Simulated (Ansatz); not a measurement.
Relaxed-ion elastic tensor of SiMo3 (A15 (Cr3Si type), Pm-3n) in GPa (Voigt order), DFT-PBEsol in the program Ansatz with PAW potentials; density 9.14 g/cm³, 14.35 Å³ per atom.

```
503  151  151  0.0  0.0  0.0
151  503  151  0.0  0.0  0.0
151  151  503  0.0  0.0  0.0
0.0  0.0  0.0  120  0.0  0.0
0.0  0.0  0.0  0.0  120  0.0
0.0  0.0  0.0  0.0  0.0  120
```

### Question
Is the crystal mechanically stable?

### Answer
Yes: the smallest eigenvalue of C is 120 GPa.

### Question
Work out the Voigt, Reuss and Hill averages.

### Answer
K_V = 268, K_R = 268, K_H = 268; G_V = 143, G_R = 138, G_H = 140 GPa.

### Question
Give Young's modulus, Poisson's ratio, Pugh's ratio and the universal anisotropy index.

### Answer
E = 9KG/(3K + G) = 358 GPa; ν = 0.28; K/G = 1.91 (ductile by the Pugh limit of 1.75); A_U = 5G_V/G_R + K_V/K_R − 6 = 0.18.

### Question
Estimate the sound speeds and the Debye temperature.

### Answer
v_l = √((K + 4G/3)/ρ) = 7060 m/s, v_t = √(G/ρ) = 3920 m/s, mean 4360 m/s; Θ = (h/k)(3n/4πV)^(1/3) v_m = 534 K.

### Question
Give the Zener ratio and Young's modulus along [100], [110] and [111].

### Answer
A = 2C44/(C11 − C12) = 0.68; 1/E = S11 − 2(S11 − S12 − S44/2)Γ with Γ = 0, 1/4, 1/3 gives 434, 337, 314 GPa.

### Question
Solve the Christoffel equation for the three sound speeds along [100], [110], [111].

### Answer
Eigenvalues of C_ijkl n_j n_l equal ρv². In km/s, slowest first: [100] 3.63, 3.63, 7.42; [110] 3.63, 4.39, 7.00; [111] 4.15, 4.15, 6.85.

The PBEsol relaxation kept the symmetry of its start; of distortions, only those at the zone centre were tested. No spin polarisation was allowed. As this level gives no gap, shear constants depend on the k-mesh and smearing (Fermi–Dirac, 0.1 eV here).

Potentials: the later of the program's two PAW sets.
